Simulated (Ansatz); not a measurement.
Al₂Au (fluorite or antifluorite type, Fm-3m) at seven volumes, the program Ansatz at the LDA level (PAW), scaled uniformly. One row is withheld.

| V (Å³/atom) | P (GPa) |
|---|---|
| 16.018 | 14.26 |
| 16.547 | 8.68 |
| 17.075 | 3.97 |
| 17.603 | 0.00 |
| 18.131 | -3.34 |
| 18.659 | -6.15 |
| 19.187 | ? |

**Question.** Fit the shown pressures and predict the withheld one.

**Answer.** Third-order Birch–Murnaghan: P = (3/2)B₀(x^(7/2) − x^(5/2))[1 + (3/4)(B′ − 4)(x − 1)] with x = (V₀/V)^(2/3). Least squares on the six rows gives V₀ = 17.604 Å³/atom, B₀ = 121.1 GPa, B′ = 4.67. At V = 19.187, x = 0.9442 and P = -8.53 GPa. The run itself gave -8.50 GPa.

The cell was relaxed with LDA under the symmetry of its start. Spin–orbit coupling is left out wherever it is not named.

Potentials: the earlier of the program's two PAW sets. The files were generated under PBE; for other functionals the program regenerates the frozen cores, and for LDA and PBEsol the local potential too.
